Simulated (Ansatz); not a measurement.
Here is the system:

B4C:
```yaml
crystal:
  lattice:
    - [2.80837, 1.62141, 4.01996]
    - [-2.80837, 1.62141, 4.01996]
    - [0.00000, -3.24283, 4.01996]
  atoms:
    - { symbol: B, position: [0.30924, 0.80617, 0.80617] }
    - { symbol: B, position: [0.69076, 0.19383, 0.19383] }
    - { symbol: B, position: [0.80617, 0.30924, 0.80617] }
    - { symbol: B, position: [0.19383, 0.69076, 0.19383] }
    - { symbol: B, position: [0.80617, 0.80617, 0.30924] }
    - { symbol: B, position: [0.19383, 0.19383, 0.69076] }
    - { symbol: B, position: [0.67035, 0.99406, 0.99406] }
    - { symbol: B, position: [0.32965, 0.00594, 0.00594] }
    - { symbol: B, position: [0.99406, 0.67035, 0.99406] }
    - { symbol: B, position: [0.00594, 0.32965, 0.00594] }
    - { symbol: B, position: [0.99406, 0.99406, 0.67035] }
    - { symbol: B, position: [0.00594, 0.00594, 0.32965] }
    - { symbol: C, position: [0.61037, 0.61037, 0.61037] }
    - { symbol: C, position: [0.38963, 0.38963, 0.38963] }
    - { symbol: C, position: [0.50000, 0.50000, 0.50000] }
```

This is the PBEsol-relaxed structure.

Q: All from the program Ansatz at the PBEsol level (PAW), unless another level is named. Estimate the Poisson's ratio.

A: 0.20.

Q: Predict the zero-point energy.

A: 137.7 meV/atom.

Space group R-3m. The first step of the workflow began from a Materials Project structure, measured or hypothetical; the Crystallography Open Database copy checked does not list it. Its standing as an ambient phase is unchecked. The PBEsol relaxation kept the symmetry of its start; its stability against distortions is not shown here.

Potentials: the earlier of the program's two PAW sets. The files were generated under PBE; for other functionals the program regenerates the frozen cores, and for LDA and PBEsol the local potential too.
